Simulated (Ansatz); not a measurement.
KGeF3 built on the cubic perovskite prototype, relaxed with r2SCAN in Ansatz. It is cubic, Pm-3m (No. 221); a = 4.388 Å in the conventional setting, 16.89 Å³ an atom. Around K lie 12 F at 3.10 Å; around Ge lie 6 F at 2.19 Å; around F lie 2 Ge at 2.19 Å and 4 K at 3.10 Å.

The axes x, y and z are those of this cell:
```xyz
5
Lattice="4.3875 0.0000 0.0000 0.0000 4.3875 0.0000 0.0000 0.0000 4.3875" Properties=species:S:1:pos:R:3 pbc="T T T"
K     0.0000    0.0000    0.0000
Ge    2.1938    2.1938    2.1938
F     2.1938    2.1938    0.0000
F     2.1938    0.0000    2.1938
F     0.0000    2.1938    2.1938
```

Unstrained: With PBE the gap is 1.789 eV and direct, at R. With r2SCAN the gap is 2.039 eV and direct, at R. HSE06 gives a direct gap of 2.707 eV at R. Meshes: PBE 6×6×6, r2SCAN 6×6×6, HSE06 4×4×4. Strains are changes of length per length, and xy shears are angles. After each strain the atoms were relaxed again with r2SCAN within the symmetry that the strain leaves, so tilts or polar shifts that break it weren't tested; points keep the names that they have in the unstrained zone. (Calculated; spin-unpolarised; the phase may be known or hypothetical.)

Question: Apply uniaxial -1.5 % along x, other directions held. How far does the gap move, against the unstrained cell?

Answer: PBE: the gap goes from 1.789 to 1.670 eV (-0.119 eV). r2SCAN: the gap goes from 2.039 to 1.911 eV (-0.128 eV). HSE06: the gap goes from 2.707 to 2.576 eV (-0.131 eV). The r2SCAN energy rises by 1.3 meV an atom.

Question: Estimate what xy shear, engineering strain (angle) -3.0 % does to the gap.

Answer: PBE: the gap goes from 1.789 to 1.693 eV (-0.096 eV). r2SCAN: the gap goes from 2.039 to 1.931 eV (-0.108 eV). HSE06: the gap goes from 2.707 to 2.604 eV (-0.103 eV). The r2SCAN energy rises by 0.6 meV an atom.

Question: One strain changed the r2SCAN stress by xx -3.61, yy -3.61, zz -3.61 GPa (compression positive) and the gap by +0.331 eV (PBE), +0.350 eV (r2SCAN), +0.385 eV (HSE06). Which kind of strain was it, and roughly how large?

Answer: Isotropic +2.5 % on every length. The pattern of the stress gives the kind; the size needs the stiffness, so it is an estimate.

Question: One strain changed the r2SCAN stress by xx +4.00, yy +4.00, zz +4.00 GPa (compression positive) and the gap by -0.312 eV (PBE), -0.331 eV (r2SCAN), -0.358 eV (HSE06). Which kind of strain was it, and roughly how large?

Answer: Isotropic -2.0 % on every length. The pattern of the stress gives the kind; the size needs the stiffness, so it is an estimate.

The runs are scalar-relativistic, without spin-orbit coupling.

The meshes of the hybrids are coarse, so their gaps aren't converged to the digits shown.
